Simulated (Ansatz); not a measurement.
TiAu:
```yaml
crystal:
  lattice:
    - [3.30548, 0.00000, 0.00000]
    - [0.00000, 3.30548, 0.00000]
    - [0.00000, 0.00000, 6.01388]
  atoms:
    - { symbol: Ti, position: [0.00000, 0.50000, 0.86449] }
    - { symbol: Ti, position: [0.50000, 0.00000, 0.13551] }
    - { symbol: Au, position: [0.00000, 0.50000, 0.36102] }
    - { symbol: Au, position: [0.50000, 0.00000, 0.63898] }
```

Relaxed with PBEsol. Special points in fractions of this cell's reciprocal vectors: Γ (0.000, 0.000, 0.000); X (0.000, 0.500, 0.000); M (0.500, 0.500, 0.000); Z (0.000, 0.000, 0.500); R (0.000, 0.500, 0.500); A (0.500, 0.500, 0.500).

**Question.** List the band energies nearest the Fermi level at these points for PBEsol with spin–orbit coupling in the plane-wave PAW code Ansatz.

**Answer.** In eV from the Fermi level; about four levels below and three above (degenerate sets whole), none deeper than 8.9 eV; points with the same levels are listed once.

| k | below | above |
|---|---|---|
| Γ | -2.05 -2.05 -0.89 -0.89 | 0.50 0.50 0.58 0.58 |
| X | -0.82 -0.82 -0.82 -0.82 | 0.19 0.19 0.19 0.19 |
| M | -0.24 -0.24 -0.24 -0.24 | 1.80 1.80 1.80 1.80 |
| Z | -1.34 -1.34 -0.67 -0.67 | 0.69 0.69 0.73 0.73 |
| R | -1.71 -1.71 -1.71 -1.71 | 0.22 0.22 0.22 0.22 |
| A | -0.78 -0.78 -0.78 -0.78 | 1.44 1.44 1.44 1.44 |

Space group P4/nmm. The workflow started from a Materials Project entry (that database holds measured and hypothetical structures alike); the Crystallography Open Database copy checked does not list it. COD files the formula under space group No. 221. Whether it is the stable phase at ambient conditions was not checked. Symmetry was held in the PBEsol relaxation; whether a distortion lowers the energy is not shown. No spin polarisation was allowed.

Potentials: the later of the program's two PAW sets.
